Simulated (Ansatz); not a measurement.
Relax this structure to zero stress and force, keeping its symmetry:

Space group Fd-3m:1 (No. 227). a = 7.389 Å, b = 7.389 Å, c = 7.389 Å, α = 90.00°, β = 90.00°, γ = 90.00°
```
atom site symmetry x y z
  Li    8a      -43m  0.5000  0.0000  0.5000
  Pt   16d      .-3m  0.1250  0.6250  0.1250
```

Method: DFT r2SCAN, scalar-relativistic, plane waves, PAW (Ansatz).

Settings: cutoff 500 eV, Γ-centred mesh 8×8×8 on the computed 6-atom cell, Gaussian smearing of 0.10 eV; no spin polarisation.

Task: What does it relax to?

Result: The volume drops by 0.06 Å³/atom to 16.75 Å³/atom, and the energy falls by 0.1 meV/atom. Final structure:
```cif
data_structure
_symmetry_space_group_name_H-M 'Fd-3m:1'
_symmetry_Int_Tables_number 227
_cell_length_a 7.3798
_cell_length_b 7.3798
_cell_length_c 7.3798
_cell_angle_alpha 90.000
_cell_angle_beta 90.000
_cell_angle_gamma 90.000
_cell_volume 401.91
loop_
_atom_site_label
_atom_site_type_symbol
_atom_site_symmetry_multiplicity
_atom_site_Wyckoff_symbol
_atom_site_fract_x
_atom_site_fract_y
_atom_site_fract_z
_atom_site_occupancy
Li1 Li 8 a 0.50000 0.00000 0.50000 1
Pt1 Pt 16 d 0.12500 0.62500 0.12500 1
```

Spin–orbit coupling is left out, which can shift energies with elements as heavy as these.

Cost: 1 run of about 1 core-minutes, on Arm Neoverse V2 (shared hosts).